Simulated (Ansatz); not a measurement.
**Question.** Cd (hcp (Mg type), space group No. 194) is relaxed with r²SCAN in the plane-wave PAW code Ansatz. What lattice parameters of the conventional cell result?

**Answer.** a = 2.974 Å, c = 5.722 Å.

Space group P6_3/mmc (hcp (Mg type)). The r²SCAN relaxation kept the symmetry of its start; of distortions, only those at the zone centre were tested. Axis ratios of metals converge slowly with the k-mesh, so a and c are less sure than the volume.

Potentials: the later of the program's two PAW sets.
